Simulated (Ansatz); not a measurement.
Ansatz 0.2.0, settings compared: Ni

input.yaml:

```yaml
crystal:
  lattice:
    - [2.514627, 0.0, 0.0]
    - [-1.257309, 2.177734, 0.0]
    - [0.0, 0.0, 3.981978]
  atoms:
    - { symbol: Ni, position: [0.33333, 0.66667, 0.25], spin: -0.8 }
    - { symbol: Ni, position: [0.66666, 0.33333, 0.75], spin: -0.8 }
kpoints:
  mp_grid: { grid: [8, 8, 5], shift: [0, 0, 0] }
magnetization:
  spin_polarized: true
scf:
  occupations: { method: fermi_dirac, width: 0.032 }
hamiltonian:
  pseudopotentials: { kind: paw }
  xc: r2scan
basis:
  ecutwfc: 500
output:
  forces: true
  stress: true
  eigenvalues: true
```

Run with:

```bash
ansatz run input.yaml --threads 1 --pin off --max-ram 2560MiB --backend cpu --events-out ev --progress --plain --runs-dir out
```

Origin of the cell: a known structure type with other elements, at an estimated volume, so it need not be a known compound.

Output of this run (shortened):

```
SCF iter   1: F=—  HF=-11688.754120 eV  Δρ=5.29e-2  dr2=4.16e-1  dr2_τ=9.02e-3  dr2_m=1.54e-1  M=-1.578 μB ∫|m|=1.750 μB
SCF iter   2: F=—  HF=-11688.615992 eV  Δρ=1.17e-2  dr2=2.76e-2  dr2_τ=7.84e-4  dr2_m=1.00e-3  M=-1.531 μB ∫|m|=1.794 μB  defer=1  κ⁻¹=1.0e0(r=1)
SCF iter   3: F=—  HF=-11689.277267 eV  Δρ=1.38e-2  dr2=5.12e-2  dr2_τ=1.96e-4  dr2_m=8.20e-4  M=-1.523 μB ∫|m|=1.828 μB  defer=13
SCF iter   4: F=—  HF=-11689.746887 eV  Δρ=9.15e-3  dr2=2.96e-2  dr2_τ=2.25e-4  dr2_m=2.00e-4  M=-1.490 μB ∫|m|=1.832 μB  defer=13  κ⁻¹=1.0e0(r=1)
SCF iter   5: F=—  HF=-11690.356216 eV  Δρ=7.03e-3  dr2=1.66e-2  dr2_τ=4.99e-5  dr2_m=8.46e-4  M=-1.432 μB ∫|m|=1.805 μB  defer=13  κ⁻¹=7.0e-2(r=2)
[… 10 lines left out …]
SCF iter  16: F=—  HF=-11690.461308 eV  Δρ=9.19e-6  dr2=7.12e-9  dr2_τ=3.24e-10  dr2_m=4.32e-9  M=-1.413 μB ∫|m|=1.739 μB  defer=14  κ⁻¹=1.4e-5(r=8)
SCF iter  17: F=—  HF=-11690.461309 eV  Δρ=8.41e-6  dr2=1.65e-8  dr2_τ=1.72e-10  dr2_m=1.75e-9  M=-1.413 μB ∫|m|=1.739 μB  defer=14  κ⁻¹=2.9e-6(r=8)
SCF iter  18: F=—  HF=-11690.461311 eV  Δρ=2.81e-6  dr2=8.89e-10  dr2_τ=1.10e-11  dr2_m=1.96e-10  M=-1.413 μB ∫|m|=1.739 μB  defer=14  κ⁻¹=6.0e-7(r=8)
SCF iter  19: F=—  HF=-11690.461311 eV  Δρ=1.53e-6  dr2=5.51e-10  dr2_τ=5.53e-12  dr2_m=2.34e-11  M=-1.413 μB ∫|m|=1.739 μB  defer=14  κ⁻¹=2.7e-6(r=8)
SCF iter  20: F=-11690.461311 eV  HF=-11690.461311 eV  Δρ=1.51e-6  dr2=4.99e-10  dr2_τ=1.72e-12  dr2_m=3.50e-11  M=-1.413 μB ∫|m|=1.739 μB
SCF 1 converged in 20 iterations: F = -11690.461311 eV  dr2 = 4.99e-10
this state was not tested for a lower state beside it, because the mixer in use, unlike msr1, does not test its closes by its own steps (another_mixer; see scf.mixing.algorithm and scf.lower_state_search)
SCF converged after 20 iterations
Magnetization: -1.4126 μB (17.2937 up, 18.7063 down)
Absolute magnetization: 1.7411 μB (∫|ρ↑−ρ↓|, with the PAW one-centre terms)
Spin contamination: 0.0310 ħ² per cell (⟨S²⟩ above its minimum at these occupations)
Per-site moments (μB) at R_I (Å): [(-0.774062, 1.016444), (-0.774062, 1.016444)]
Free energy (F): -11690.461311 eV
Harris-Foulkes:  -11690.461311 eV  (|F-HF|=4.47e-10)
Internal energy: -11690.447427 eV  (E = F + TS)
E sigma→0 (E₀):  -11690.454369 eV
Entropy (-TS):   -0.013884 eV (-6.942 meV/atom)
Fermi energy:    18.085771 eV
--- Per-component energies (eV) ---
  E_band       = -621.064145
  E_kinetic    = 563.563584
  E_local      = -6898.271022  (includes V_loc(G=0)·N_el)
  E_nonlocal   = 1281.840900
  E_hartree    = 2885.240749
  E_xc         = -157.070153
  E_vxc        = -233.169774  (∫ρ·V_xc dr)
  E_paw        = -3289.281642  (= ΣΔE_a)
  E_vpaw       = -1122.793296  (= ΣTr[D̂ρ^β])
  E_aug_tail   = 0.000451  (compensation charges beyond the density's cutoff)
  E_vtau       = 17.281561  (kinetic-family band-sum trace: ∫τ·v_τ [+ j·A + Jᵃ·Aᵃ] dr)
  E_ewald      = -6075.870157
  E_core_change = -0.600137  (= ΣΔE_core)
  E_smearing   = -0.013884  (= −TS)
  Σ components = -11690.461311   (vs F -11690.461311, Δ=0.00e0)
--- Forces (eV/Å), atoms counted from 1 ---
  atom   1  Ni    -0.000000     0.000000    -0.000000
  atom   2  Ni     0.000000    -0.000000     0.000000
  max |Σ_I F_I| component: 2.31e-18 eV/Å
--- Stress (GPa, compression-positive) ---
      -10.323947      -0.000000      -0.000000
       -0.000000     -10.323947      -0.000000
        0.000000      -0.000000      -1.339407
  P = ⅓ Tr σ = -7.3291 GPa (-73.291 kbar)
```

The same input was run again with these changes:

1. `hamiltonian.xc` r2scan → pbesol; `scf.occupations.method` fermi_dirac → gaussian; `scf.occupations.width` 0.032 → 0.15; `scf.mixing.algorithm` default → msr1; `scf.mixing.beta` default → 0.1; `scf.mixing.ndim` default → 4
2. `basis.ecutwfc` 500 → "33.1 Ry"
3. `hamiltonian.hubbard` default → { sites: [{ species: Ni, l: d, u_eff: 8.0 }], double_counting: amf }; `scf.eigensolver.kind` default → davidson; `basis.precision` default → f64; `basis.xc_grid` default → 3
4. `scf.mixing` default → { algorithm: anderson, beta: 0.005, ndim: 1 }; `scf.max_iter` default → 60

| run | end | SCF iterations | P (GPa) | max force component (eV/Å) | moment (μB) | ΔE(σ→0) (meV/atom) |
| --- | --- | --- | --- | --- | --- | --- |
| base | converged | 20 | -7.33 | 0.000 | 1.41 | 0 |
| 1 | converged | 13 | -8.96 | 0.000 | 1.33 | – |
| 2 | converged | 20 | -7.33 | 0.000 | 1.41 | 2.75 |
| 3 | converged | 40 | 26.85 | 0.254 | 1.77 | – |
| 4 | SCF not converged | 60 | – | – | – | – |

Energies are compared only where functional, datasets, charge and starting cell are the same.

Caveats of the base run: one start, so the magnetic state may not be the lowest; the k mesh is coarse if the cell is a metal.

Run 2: the cutoff lies below the datasets' advice.

The base run took 6.1 s of wall time on 1 CPU thread(s) of a shared host, from the program's own first density.
